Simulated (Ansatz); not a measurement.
**Two states of NaCoSe2S8**

```
Na Co Se S
1.0
     4.85785    3.20178    0.00000
     4.85785   -3.20178    0.00000
     0.36062    0.00000   -8.46272
Na Co Se S
1 1 2 8
Direct
  0.00000 0.00000 0.50000
  0.00000 0.00000 0.00000
  0.36520 0.36520 0.77589
  0.63480 0.63480 0.22411
  0.23620 0.23620 0.95650
  0.76380 0.76380 0.04350
  0.28620 0.28620 0.57540
  0.71380 0.71380 0.42460
  0.72850 0.23590 0.79520
  0.76410 0.27150 0.20480
  0.27150 0.76410 0.20480
  0.23590 0.72850 0.79520
```

Single point in Ansatz 0.2.0 with PBEsol, with U_eff = 2.13 eV on Co d (atomic projectors). Cutoff 420 eV, PAW datasets, 4×4×2 Γ-centred k mesh, fermi-dirac filling (width 0.0411 eV).

State A: no moments (no spin polarisation). State B: Co2 up (collinear spin).

**Question.** Which state is lower, and how do they differ?

**Answer.** State B is lower by 14.5 meV an atom at zero smearing.

| state | free energy (meV/atom) | largest moment in a small sphere (μB) | net moment (μB/cell) | gap on mesh (eV) | pressure (GPa) | largest force (eV/Å) |
| --- | --- | --- | --- | --- | --- | --- |
| A | 14.2 | 0.00 | 0.00 | metal | 17.6 | 6.98 |
| B | 0.0 | 1.89 | 2.43 | metal | 19.1 | 6.85 |

Origin: a known structure type with other elements, at an estimated volume, so it need not be a known compound. Caveats: another magnetic order, which this cell may not hold, can open a gap; the k mesh is coarse if the cell is a metal; atoms or cell far from equilibrium.
